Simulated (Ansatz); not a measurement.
**Al: work and stress of cleavage**

The calculation used DFT r2SCAN, scalar-relativistic, plane waves, PAW (Ansatz 0.2.0). Settings: plane waves to 500 eV, k-mesh 19×19×3 (Γ-centred), Gaussian smearing 0.15 eV. No spin polarisation. Energies are free energies at this smearing, counted from the undisturbed cell; pressure is positive in compression.

The starting cell (relaxed at this level; this form isn't the usual structure):

```
Al
1.0
    -2.82220    0.00000    0.00000
    -1.41110   -2.44410    0.00000
     0.00000    0.00000   18.52412
Al
8
Direct
  0.00000 0.00000 0.81250
  0.00000 0.00000 0.31250
  0.33333 0.33333 0.93750
  0.33333 0.33333 0.43750
  0.00000 0.00000 0.06250
  0.00000 0.00000 0.56250
  0.66667 0.66667 0.18750
  0.66667 0.66667 0.68750
```

The cut lies on the cell's a–b face, a (0 0 1) plane (indices in the standard cell, whose axes needn't be the Cartesian ones shown) of area 6.90 Å², between layers 2.32 Å apart. Vector c is lengthened by d along the normal with the atoms' Cartesian places fixed: one unrelaxed cut a cell. The traction is positive where the two halves pull on each other.

```
d (Å) energy (J/m²) traction (GPa)
-0.30           0.43           -32.5
 0.00           0.00            -0.3
 0.25           0.16            11.0
 0.50           0.48            13.7
 1.00           1.06             8.9
 2.00           1.58             2.8
 3.00           1.75             0.9
 6.00           1.82             0.0
```

Task: What are the work of separation and the cleavage stress, and do they fit the universal binding curve?

Result: The energy levels off near W ≈ 1.82 J/m² (the traction is down to 0.0 GPa), the energy of the two unrelaxed faces, 0.91 J/m² each on average. The largest sampled traction is 13.7 GPa at d = 0.50 Å, and a parabola through it and its two neighbours peaks at σ_max ≈ 13.8 GPa, d ≈ 0.57 Å. The curve E = W[1 − (1 + d/ℓ)exp(−d/ℓ)] peaks in traction at d = ℓ with σ_max = W/(eℓ); with 1 J/m² per Å = 10 GPa this W and σ_max give ℓ = 0.49 Å. A parabola through that curve at the same three d peaks at 0.57 Å, against 0.57 Å here, a fair fit. Real crystals break at far lower stress, because cracks concentrate it, and on the plane of lowest W, which needn't be this one.

The cut is rigid; relaxing the faces lowers these energies and usually the stresses.

In a metal these slopes depend on the k mesh and the smearing.

Cost: 8 runs of about 6.6 core-minutes in all, on Intel Xeon Platinum 8259CL (Skylake/Cascade Lake) (shared hosts).